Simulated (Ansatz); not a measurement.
Level: PBE, no spin polarisation; 420 eV; 8×8×4 Γ-centred mesh; fermi-dirac occupations (width 0.0113 eV); Ansatz 0.2.0, fixed geometry.

Computed maps in the lattice plane spanned by b (left to right, 4.85 Å, 15 points from zero) and c (bottom to top, 8.06 Å, 24 points from zero), 90° apart, at height 0.333 along a. The fields are smooth PAW ones with compensation charges, not the true ones near nuclei.

Valence density. Digits on a logarithmic scale: 0 up to 0.03 e/Å³, each further digit a factor of 1.6, 9 from 1.3 e/Å³ up:
```
100000000012222
110000000112222
211111111122332
322222222233333
333344433334444
444577754444444
445899985444444
347999997433333
347999997433223
346999996432222
235799975322222
234566654322222
233445443322222
333455543333333
344677764433333
346899986433333
457999997543333
457999997543223
357999997532222
346899986432112
234677764321111
123445443211111
111223221111221
100111110011221
```

The cell is KCd₂Pb₂. Which atoms lie within 0.2 Å of this plane, and where (fractions of b and c)?

Cd at (0.33, 0.63), Pb at (0.33, 0.25). The whole cell:
```xyz
5
Lattice="2.4256 4.2013 0.0000 -2.4256 4.2013 0.0000 0.0000 0.0000 8.0582" Properties=species:S:1:pos:R:3 pbc="T T T"
K     0.0000    0.0000    0.0000
Cd   -0.0002    2.8010    5.0831
Cd    0.0002    5.6016    2.9751
Pb   -0.0002    2.8010    2.0210
Pb    0.0002    5.6016    6.0372
```

Origin: a known structure type with other elements, at an estimated volume, so it need not be a known compound.
